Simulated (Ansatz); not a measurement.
Nb (bcc (W type), space group No. 229) at seven volumes, PBE+D3(BJ) in the plane-wave PAW code Ansatz, scaled uniformly. One row is withheld.

```json
[
 {"V (Å³/atom)": "15.861", "P (GPa)": "?"},
 {"V (Å³/atom)": "16.384", "P (GPa)": "12.31"},
 {"V (Å³/atom)": "16.907", "P (GPa)": "5.75"},
 {"V (Å³/atom)": "17.430", "P (GPa)": "0.00"},
 {"V (Å³/atom)": "17.953", "P (GPa)": "-5.02"},
 {"V (Å³/atom)": "18.476", "P (GPa)": "-9.41"},
 {"V (Å³/atom)": "18.999", "P (GPa)": "-13.25"}
]
```

Question: Fit the shown pressures and predict the withheld one.

Answer: P = (3/2)B₀(x^(7/2) − x^(5/2))[1 + (3/4)(B′ − 4)(x − 1)] with x = (V₀/V)^(2/3). Least squares on the six rows gives V₀ = 17.430 Å³/atom, B₀ = 179 GPa, B′ = 3.47. At V = 15.861, x = 1.0649 and P = 19.87 GPa. The run itself gave 19.82 GPa.

Space group Im-3m (bcc (W type)). The PBE+D3(BJ) relaxation kept the symmetry of its start. The run is not spin-polarised. The pairwise dispersion correction was not fitted to metals.

Potentials: the later of the program's two PAW sets.
